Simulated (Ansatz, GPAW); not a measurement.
**Au3Ag: energy against volume and a worked fit**

The structure is cubic, space group Pm-3m (No. 221). Conventional cell: a = 4.122 Å, b = 4.122 Å, c = 4.122 Å, α = 90.00°, β = 90.00°, γ = 90.00°. Au (site symmetry 4/mmm) is surrounded by 8 Au at 2.91 Å and 4 Ag at 2.91 Å. Ag (site symmetry m-3m) has 12 Au at 2.91 Å as nearest neighbours.

The cell comes from a database or a generator and needn't be the stable form of this composition.

The cell was scaled at fixed shape and fractions and run with GPAW, PAW data sets generated for this functional, cutoff 600 eV; PBEsol, k mesh 7 × 7 × 7 on the cell of 4 atoms, fermi-dirac occupations of 0.05 eV, no spin polarisation, no spin-orbit coupling. Energies are those that the program minimises, any entropy of the smearing included. For a metal such a mesh isn't converged to the digits shown.

```csv
V (Å³/atom),energy over the lowest row (meV/atom)
16.4541,11.63
16.8042,?
17.1543,0.00
17.5044,4.90
17.8545,15.64
18.2046,31.40
18.5547,51.49
```

Q: Fit the third-order Birch-Murnaghan form, give V0, B0 and B′, and predict the energy left open.

A: With y = (V0/V)^(2/3), E = E0 + (9 V0 B0/16) [(y - 1)³ B′ + (y - 1)² (6 - 4y)]. Least squares through the rows shown give V0 = 17.0695 Å³/atom, E0 = -0.20 meV, B0 = 156.5 GPa (1 eV/Å³ = 160.218 GPa) and B′ = 6.17, with a largest miss of 0.01 meV. At V = 16.8042 the form with these constants gives 1.89 meV; the run gave 1.87 meV an atom. Other set-ups at this level, from all their volumes (Å³/atom, GPa): Ansatz, all-electron LAPW, scalar-relativistic: V0 16.849, B0 159.3.
